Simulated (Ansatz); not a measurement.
Method: DFT PBE, scalar-relativistic, plane waves, PAW in Ansatz. Settings: cutoff 420 eV, Γ-centred meshes spaced at most about 0.3 Å⁻¹, and about 0.25 Å⁻¹ or finer for metals (2π included), Gaussian smearing. No spin polarisation in the final relaxations.

Temperature and zero-point effects are left out.

Two forms of Mg₄Se were relaxed alike.

A.

```
Mg Se
1.0
     5.10838    0.00000    0.00000
     0.00000    5.10838    0.00000
     0.00000    0.00000    5.10838
Mg Se
4 1
Direct
  0.28946 0.28946 0.28946
  0.71054 0.71054 0.28946
  0.28946 0.71054 0.71054
  0.71054 0.28946 0.71054
  0.00000 0.00000 0.00000
```

B.

```
Mg Se
1.0
    -3.20836    3.20836    3.20836
     3.20836   -3.20836    3.20836
     3.20836    3.20836   -3.20836
Mg Se
4 1
Direct
  0.00000 0.50000 0.00000
  0.50000 0.50000 0.50000
  0.00000 0.00000 0.50000
  0.50000 0.00000 0.00000
  0.00000 0.00000 0.00000
```

**Question.** Which would you expect to be lower, and how large is the difference?

**Answer.** A is lower, by 167 meV/atom. A has space group P-43m (No. 215), 26.7 Å³/atom and no gap on its mesh; B has space group Im-3m (No. 229), 26.4 Å³/atom and no gap. Counting Mg atoms around Se (those within 1.25 times the shortest such distance or 1.15 times the sum of covalent radii), A has Se 4 and B has Se 8. Both come from invented guesses. A third cell relaxed alike, in P-3m1, lies 127 meV/atom below the lower of the two.

With atoms moved at random, P-43m came back. Other cells relaxed within their symmetry can be saddle points.
